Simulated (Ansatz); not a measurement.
Computed with DFT PBE, scalar-relativistic, plane waves, PAW in Ansatz. All cells share a 420 eV cutoff and Γ-centred k meshes spaced at most about 0.3 Å⁻¹ (about 0.25 or finer for metals, 2π included). No spin polarisation in the final relaxations.

Temperature and zero-point effects are left out. All come from trial cells, and lower structures may exist.

Question: Order these relaxed structures of MgCd3Te2 by energy, lowest first, with the energy over the lowest of them.
A.

```cif
data_structure
_symmetry_space_group_name_H-M 'P6/mmm'
_symmetry_Int_Tables_number 191
_cell_length_a 7.4840
_cell_length_b 7.4840
_cell_length_c 4.2270
_cell_angle_alpha 90.000
_cell_angle_beta 90.000
_cell_angle_gamma 120.000
_cell_volume 205.03
loop_
_atom_site_label
_atom_site_type_symbol
_atom_site_symmetry_multiplicity
_atom_site_Wyckoff_symbol
_atom_site_fract_x
_atom_site_fract_y
_atom_site_fract_z
_atom_site_occupancy
Mg1 Mg 1 a 0.00000 0.00000 0.00000 1
Cd1 Cd 3 g 0.50000 0.00000 0.50000 1
Te1 Te 2 c 0.33333 0.66667 0.00000 1
```

B.

```cif
data_structure
_symmetry_space_group_name_H-M 'R-3m:H'
_symmetry_Int_Tables_number 166
_cell_length_a 5.4990
_cell_length_b 5.4990
_cell_length_c 18.7404
_cell_angle_alpha 90.000
_cell_angle_beta 90.000
_cell_angle_gamma 120.000
_cell_volume 490.78
loop_
_atom_site_label
_atom_site_type_symbol
_atom_site_symmetry_multiplicity
_atom_site_Wyckoff_symbol
_atom_site_fract_x
_atom_site_fract_y
_atom_site_fract_z
_atom_site_occupancy
Mg1 Mg 3 a 0.00000 0.00000 0.00000 1
Cd1 Cd 6 c 0.00000 0.00000 0.66921 1
Cd2 Cd 3 b 0.66667 0.33333 0.83333 1
Te1 Te 6 c 0.00000 0.00000 0.83579 1
```

C.

```cif
data_structure
_symmetry_space_group_name_H-M 'R-3m:H'
_symmetry_Int_Tables_number 166
_cell_length_a 5.4363
_cell_length_b 5.4363
_cell_length_c 19.9323
_cell_angle_alpha 90.000
_cell_angle_beta 90.000
_cell_angle_gamma 120.000
_cell_volume 510.15
loop_
_atom_site_label
_atom_site_type_symbol
_atom_site_symmetry_multiplicity
_atom_site_Wyckoff_symbol
_atom_site_fract_x
_atom_site_fract_y
_atom_site_fract_z
_atom_site_occupancy
Mg1 Mg 3 a 0.00000 0.00000 0.00000 1
Cd1 Cd 9 d 0.16667 0.83333 0.83333 1
Te1 Te 6 c 0.66667 0.33333 0.94417 1
```

Answer: C (0 meV/atom), B (62 meV/atom), A (167 meV/atom). Forms: C R-3m; B R-3m; A P6/mmm. Counting Te atoms around Cd and Mg (those within 1.25 times the shortest such distance or 1.15 times the sum of covalent radii, 1.27 where that leaves under three; the shortest distance is added where it exceeds 1.18 times the sum of covalent radii; a slash parts the counts of unlike sites): C has Mg 6 from 3.3 Å, Cd 4 from 3.5 Å; B has Mg 2, Cd 1/6; A has Mg 6 from 4.3 Å, Cd 4.

Spin–orbit coupling, which can matter for Te, is left out. Cells relaxed within their symmetry can be saddle points. Some structure types and database cells were kept out of the candidates from the start, so a known form may be missing.
